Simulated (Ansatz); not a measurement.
NbSi and the effect of the Hubbard U on Nb d

```
CELL_PARAMETERS angstrom
0.00000 2.57383 2.57383
2.57383 0.00000 2.57383
2.57383 2.57383 0.00000
ATOMIC_POSITIONS crystal
Nb 0.00000 0.00000 0.00000
Si 0.50000 0.50000 0.50000
```

The cell comes from a database or a generator and needn't be the stable form of this composition.

Kept alike: task projected density of states; functional LDA; k mesh 9 × 9 × 9; occupations fermi-dirac, width 0.05 eV; no spin polarisation. Program: Ansatz, Ansatz PAW, cutoff 420 eV. The mesh is that of the run's cell of 2 atoms. No spin-orbit coupling.

| run | pressure (GPa) |
| --- | --- |
| A | -6.11 |
| B | -3.72 |
| C | -4.90 |
| D | -7.25 |
| E | -6.54 |
| F | 0.32 |
| G | -6.91 |
| H | -5.59 |

Pressure is positive in compression, with a Pulay correction for the finite cutoff. U acts here on a shell without spin polarisation. For a metal such a mesh leaves the last digits unconverged. How U acts hangs on the program's projectors. All rows use potentials made for PBE. U is the effective U - J on orthogonalised atomic projectors. Double counting: fully localised limit (the default).

Question: The runs differ in the Hubbard U on Nb d alone: 0; 1; 2; 3; 4; 5; 6; 8 eV. Which run is which?

Answer: Run A is 3 eV; run B is 6 eV; run C is 5 eV; run D is 0 eV; run E is 2 eV; run F is 8 eV; run G is 1 eV; run H is 4 eV. The pressure rises from -7.25 to 0.32 GPa between 0 and 8 eV. Its step between 6 and 8 is the steepest for its width, which can mark a change of electronic state.
